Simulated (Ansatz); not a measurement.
Cell and atoms are relaxed with the symmetry kept. Start:

```
CELL_PARAMETERS angstrom
11.42000 0.00000 0.00000
0.00000 4.19000 0.00000
0.00000 0.00000 4.46000
ATOMIC_POSITIONS crystal
Sn 0.12300 0.25000 0.09100
Sn 0.37700 0.75000 0.59100
Sn 0.62300 0.25000 0.40900
Sn 0.87700 0.75000 0.90900
Se 0.35700 0.25000 0.01600
Se 0.14300 0.75000 0.51600
Se 0.85700 0.25000 0.48400
Se 0.64300 0.75000 0.98400
```

Theory: DFT r2SCAN, scalar-relativistic, plane waves, PAW in Ansatz.

Cutoff 500 eV; k points 4×6×6 on the computed 8-atom cell (Γ-centred); Gaussian smearing, width 0.02 eV; no spin polarisation.

Q: What does it relax to?

A: The volume goes up by 1.61 Å³/atom to 28.28 Å³/atom, and the energy falls by 14.7 meV/atom. Final structure:
```
CELL_PARAMETERS angstrom
11.67615 0.00000 0.00000
0.00000 4.12498 0.00000
0.00000 0.00000 4.69753
ATOMIC_POSITIONS crystal
Sn 0.12006 0.25000 0.12461
Sn 0.37994 0.75000 0.62461
Sn 0.62006 0.25000 0.37539
Sn 0.87994 0.75000 0.87539
Se 0.35210 0.25000 0.01179
Se 0.14790 0.75000 0.51179
Se 0.85210 0.25000 0.48821
Se 0.64790 0.75000 0.98821
```

Cost: 1 run of about 28 core-minutes, on Intel Xeon Processor @ 2.50GHz (Skylake/Cascade Lake) (shared hosts).